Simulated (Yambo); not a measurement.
Absorption of Sr2MoZnO6 (space group Fm-3m, No. 225) with and without the electron-hole interaction (Yambo, LDA bands; 4×4×4 mesh, 20 valence and 6 conduction bands, static screening with 92 bands and a 3 Ry block, scissor 1.46 eV, Tamm-Dancoff; field along x).

```csv
E (eV),"Im ε, BSE","Im ε, independent quasiparticles"
1.85,0.11,0.09
1.95,0.12,0.10
2.05,0.13,0.10
2.15,0.15,0.11
2.25,0.17,0.12
2.35,0.20,0.13
2.45,0.24,0.14
2.55,0.29,0.16
2.65,0.37,0.17
2.75,0.50,0.19
2.85,0.72,0.22
2.95,1.16,0.25
3.05,2.07,0.29
3.15,3.38,0.34
3.25,3.06,0.41
3.35,2.09,0.50
3.45,1.83,0.65
3.55,1.96,0.90
3.65,2.23,1.35
3.75,2.46,2.09
3.85,2.42,2.93
3.95,2.23,3.78
4.05,2.58,4.61
4.15,3.03,5.46
4.25,2.79,5.08
4.35,2.14,4.68
4.45,1.75,4.81
4.55,1.64,4.67
4.65,1.71,4.21
4.75,1.81,4.54
4.85,1.79,5.22
4.95,1.73,5.48
5.05,1.76,5.70
5.15,1.90,6.10
5.25,1.85,6.52
5.35,1.79,6.96
5.45,1.75,7.14
5.55,1.70,6.99
5.65,1.82,5.99
5.75,1.89,4.76
5.85,2.04,4.05
5.95,2.19,3.60
6.05,2.38,3.01
6.15,2.72,2.52
6.25,3.40,2.14
6.35,4.50,2.02
6.45,4.87,1.87
6.55,5.14,1.75
6.65,6.64,1.74
6.75,7.68,1.96
6.85,7.42,2.18
6.95,7.32,2.71
7.05,5.79,3.71
7.15,5.01,4.58
7.25,4.48,4.77
7.35,4.01,4.17
7.45,4.01,3.70
7.55,4.39,3.31
7.65,4.72,2.96
7.75,4.30,3.19
7.85,3.89,3.92
7.95,3.51,4.60
```

The scissor comes from a G0W0 run whose convergence isn't established. Broadening 0.15 eV. The band window holds all transitions up to 8.0 eV. Fine structure above the onset can come from the mesh.

Spin-orbit splittings are left out.

Geometry of the Materials Project entry, not relaxed at this level; primitive cell a = b = c = 5.690 Å, α = β = γ = 60.00°.

With a shallow 3d shell G0W0 needs far more bands and larger blocks than here, so the scissor is uncertain by tenths of an eV or more.
